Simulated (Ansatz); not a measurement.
AlSiCN:
```
AlSiCN
1.0
    1.55723     0.89907     5.07393
   -1.55723     0.89907     5.07393
    0.00000    -1.79814     5.07393
Al N Si C
1 1 1 1
Cartesian
  0.00000   0.00000  15.14709
  0.00000   0.00000   1.93593
  0.00000   0.00000   7.71229
  0.00000   0.00000   9.45420
```

Relaxed with PBEsol.

**Question.** Decompose the optical modes at the zone centre into irreducible representations, and say which are infrared and Raman allowed.

**Answer.** Point group 3m: Γ_opt = 3A1 + 3E. Infrared: A1, E. Raman: A1, E.

**Question.** Assign frequencies (DFPT, PBEsol in the plane-wave PAW code Ansatz).

**Answer.** E 227, E 474, A1 505, A1 655, E 778, A1 952 cm⁻¹.

Space group R3m. The start of the workflow was typed in or built on a structure type; neither database checked (COD, Materials Project) lists it. Whether it is the stable phase at ambient conditions was not checked. Symmetry was held in the PBEsol relaxation; its stability against distortions is not shown here. A small band overlap can be real or an error of a semilocal functional. As this level gives no gap, phonon frequencies hold no LO–TO term and depend on the k-mesh and smearing (Fermi–Dirac, 0.1 eV here).

Potentials: the earlier of the program's two PAW sets. The files were generated under PBE; for other functionals the program regenerates the frozen cores, and for LDA and PBEsol the local potential too.
